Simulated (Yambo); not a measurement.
PbTe (rock salt, space group Fm-3m, No. 225), G0W0@PBEsol in Yambo with this input:

```
rim_cut
gw0
dyson
el_el_corr
HF_and_locXC
ppa
em1d
RandQpts= 1000000
RandGvec= 1 Ry
EXXRLvcs= 82.3 Ry
VXCRLvcs= 329.2 Ry
Chimod= "HARTREE"
% BndsRnXp
 1 | 131 |
%
NGsBlkXp= 8 Ry
% LongDrXp
 1.0 | 1.0 | 1.0 |
%
PPAPntXp= 27.2114 eV
% GbndRnge
 1 | 131 |
%
GTermKind= "BG"
DysSolver= "n"
ExtendOut
```

On a 4×4×4 mesh, with wavefunctions cut at 82 Ry, the gap (L → L) is 1.183 eV and the valence edge shifts by -0.741 eV.

### Question
What happens with this change: 1 Ry block?

### Answer
The gap falls by 0.279 eV, to 0.904 eV; the shift of the valence edge becomes -0.297 eV. Neither run is shown to be the converged limit.

The standard potentials for Pb, Te keep a d shell in the valence without the s and p states of that shell. In tests on such compounds this moved G0W0 gaps by up to about 0.9 eV, so absolute quasiparticle energies here are unreliable; differences between settings are what counts.

Spin-orbit coupling is not included.

Geometry of the Materials Project entry, not relaxed at this level; primitive cell a = b = c = 4.6257 Å, α = β = γ = 60.00°.

A shift is the quasiparticle energy of the state minus its PBEsol energy.
